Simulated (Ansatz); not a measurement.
Consider the following.

SnIr:
```cif
data_Ir3Sn3
_chemical_formula_sum 'Ir3 Sn3'
_space_group_name_H-M_alt 'P6/mmm'
_space_group_IT_number 191
_space_group_name_Hall '-P 6 2'
_cell_length_a 5.66011
_cell_length_b 5.66011
_cell_length_c 4.39190
_cell_angle_alpha 90.000
_cell_angle_beta 90.000
_cell_angle_gamma 120.000
loop_
_atom_site_label
_atom_site_type_symbol
_atom_site_symmetry_multiplicity
_atom_site_Wyckoff_symbol
_atom_site_fract_x
_atom_site_fract_y
_atom_site_fract_z
_atom_site_occupancy
Ir1 Ir 3 f 0.00000 0.50000 0.00000 1
Sn1 Sn 2 d 0.33333 0.66667 0.50000 1
Sn2 Sn 1 a 0.00000 0.00000 0.00000 1
```

This is the PBE-relaxed structure.

### Question
All from DFT-PBE in the program Ansatz with PAW potentials, unless another level is named. Estimate the density of states at the Fermi level.

### Answer
0.30 states/eV per atom (mean over ±0.08 eV).

### Question
Next, the formation energy from the elements (no fitted shifts)?

### Answer
-0.14 eV/atom.

The start of the workflow was typed in or built on a structure type; neither database checked (COD, Materials Project) lists it. COD files the formula under space group No. 194. Its standing as an ambient phase is unchecked. Symmetry was held in the PBE relaxation; whether a distortion lowers the energy is not shown. No spin polarisation was allowed. The references are the lowest solids computed at this level, not always the standard phases. Scalar-relativistic: spin–orbit coupling is off unless named, which matters more the heavier the elements.

Potentials: the earlier of the program's two PAW sets.
